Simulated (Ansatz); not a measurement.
A geometry of Ni away from equilibrium: step 8 of the relaxation of a generated trial cell of Ni in the AFLOW prototype A_hR12_166_2h (as in B). The numbers are results of PBE (plane waves to 420 eV, PAW, scalar-relativistic; Ansatz, an electronic-structure program), not measurements. Γ-centred k-mesh 6×6×6 on the run's cell (coarser than for final values), Fermi–Dirac smearing 0.05 eV.

```xyz
12
Lattice="3.0671 1.7708 5.4343 -3.0671 1.7708 5.4343 0.0000 -3.5415 5.4343" Properties=species:S:1:pos:R:3:forces:R:3 pbc="T T T" free_energy=-70066.861 pressure_GPa=4.2
Ni    -1.8954     1.0943     3.7210   -0.0070    0.0040    0.0218
Ni     0.0000    -2.1886     3.7210    0.0000   -0.0081    0.0218
Ni     1.8954     1.0943     3.7210    0.0070    0.0040    0.0218
Ni     1.8954    -1.0943    12.5818    0.0070   -0.0040   -0.0218
Ni     0.0000     2.1886    12.5818    0.0000    0.0081   -0.0218
Ni    -1.8954    -1.0943    12.5818   -0.0070   -0.0040   -0.0218
Ni    -1.1391     0.6577     5.8716   -0.0091    0.0053   -0.0103
Ni     0.0000    -1.3153     5.8716    0.0000   -0.0105   -0.0103
Ni     1.1391     0.6577     5.8716    0.0091    0.0053   -0.0103
Ni     1.1391    -0.6577    10.4313    0.0091   -0.0053    0.0103
Ni     0.0000     1.3153    10.4313    0.0000    0.0105    0.0103
Ni    -1.1391    -0.6577    10.4313   -0.0091   -0.0053    0.0103
```

Positions in Å, forces in eV/Å, free energy of the cell in eV (comparable only within this code, potentials and settings). Largest force: 0.02 eV/Å, on Ni1, Ni2, Ni3, Ni4, Ni5, Ni6 (atoms numbered as listed); the geometry lies 0.12 eV/atom above the end of its relaxation.

Spin-polarised start, with parallel moments on Ni.

Spin state reached: ferromagnetic (net 0.70 μB/atom), from parallel starting moments; other spin orders were not run from this start.

The run could not lose the symmetry of its start, so the end can be a saddle point.

The end of the path is a generated cell of Ni: the first start was made by placing the elements on the sites of a structure type, and the end was not matched to a known phase here, so it may be hypothetical. Known forms of Ni include space group No. 225.
